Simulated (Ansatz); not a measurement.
CoSn$_{3}$: which magnetic state is lowest?

All numbers below come from DFT r2SCAN, scalar-relativistic, plane waves, PAW in Ansatz.

```xyz
4
Lattice="0.0000 3.6010 3.6010 3.6010 0.0000 3.6010 3.6010 3.6010 0.0000" Properties=species:S:1:pos:R:3 pbc="T T T"
Sn    1.8005    1.8005    1.8005
Sn    5.4015    5.4015    5.4015
Sn    3.6010    3.6010    3.6010
Co    0.0000    0.0000    0.0000
```

| Item | Value |
| --- | --- |
| plane-wave cutoff | 500 eV |
| Γ-centred k-mesh | 10×10×10 |
| occupation rule | Gaussian smearing, 0.1 eV |
| list of starting moments (μB, in atom order) | 0 0 0 2 |
| check for lower electronic states after the SCF | off |

All runs keep this geometry, which stands near equilibrium for the lowest state (largest force there 0.009 eV/Å, pressure -0.2 GPa) and needn't be a stable compound; relaxing each order would shift the differences by some 15 meV/atom, going by the pressures and a bulk modulus of about 150 GPa. A propagation vector, in units of the reciprocal vectors, doubles the cell, which takes an equally dense mesh. The large starts are 0 0 0 3.5 μB. r2SCAN tends to overstate moments in metals. Site moments are spin moments in atom-centred spheres that scale with the neighbour distance. The states are those that the runs reached from these starts; a lower one can exist.

Problem. Starts tried: no spin; ferromagnetic; large parallel starting moments; antiferromagnetic, doubled cell, propagation vector (0, 0, 1/2); antiferromagnetic, doubled cell, propagation vector (0, 1/2, 1/2). Which state comes out lowest, and what are the moments?

Solution. The lowest state is antiferromagnetic, reached from the start “antiferromagnetic, doubled cell, propagation vector (0, 0, 1/2)”, with site moments (μB) Co +2.08, Co -2.08. The next state lies only 2.28 meV/atom higher, which mesh, smearing and relaxation can turn, so the order isn't settled.

```
                                                            start ends energy above lowest (meV/atom) site moments (μB) gap on mesh (eV) P (GPa)
                                                          no spin non-magnetic                             183           none over 0.05             metal     -5.5
                                                    ferromagnetic ferromagnetic                             108  Sn -0.06 (×2), Co +1.86             metal     -3.4
                                  large parallel starting moments ferromagnetic                            2.66                 Co +2.08             metal      0.0
  antiferromagnetic, doubled cell, propagation vector (0, 0, 1/2) antiferromagnetic                            0.00       Co +2.08, Co -2.08             metal     -0.2
antiferromagnetic, doubled cell, propagation vector (0, 1/2, 1/2) antiferromagnetic                            2.28       Co +2.09, Co -2.09             metal     -0.1
```

1 further run of this set didn't finish or converge.